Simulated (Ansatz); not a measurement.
## CsB$_{3}$N$_{3}$ (P-62m)

The calculation used Ansatz 0.2.0, DFT PBE, scalar-relativistic, plane waves, PAW.

Plane waves to 420 eV, a k mesh through Γ of 12×12×4 on the computed 7-atom cell and Gaussian smearing (0.10 eV); no spin polarisation.

The structure is relaxed at this level of theory with its symmetry kept, and needn't be the ground state of this composition.

```
Cs B N
1.0
     4.36877    0.00000    0.00000
    -2.18438    3.78346    0.00000
     0.00000    0.00000    9.62359
Cs B N
1 3 3
Cartesian
  0.0000 0.0000 4.8118
  0.0000 2.5223 0.0000
  2.1844 1.2612 0.0000
  0.0000 0.0000 0.0000
  1.4560 0.0000 0.0000
  -0.7280 1.2610 0.0000
  1.4564 2.5225 0.0000
```

Q: Formation energy from the elements' standard states (uncorrected)?

A: -1.008 eV/atom.

Q: Kohn–Sham band gap?

A: none (metal).

Q: Density of states at the Fermi level?

A: 2.7 states/eV per cell.

Q: Bader charge by site (e)?

A: Cs (1 in the cell) 0.10, B (2 in the cell) 2.21, B (1 in the cell) 2.21, N (3 in the cell) -2.24.

Spin-orbit coupling is left out, which matters for the bands of heavy elements.

The cell was found from a structure generator's guess, not taken from experiment.
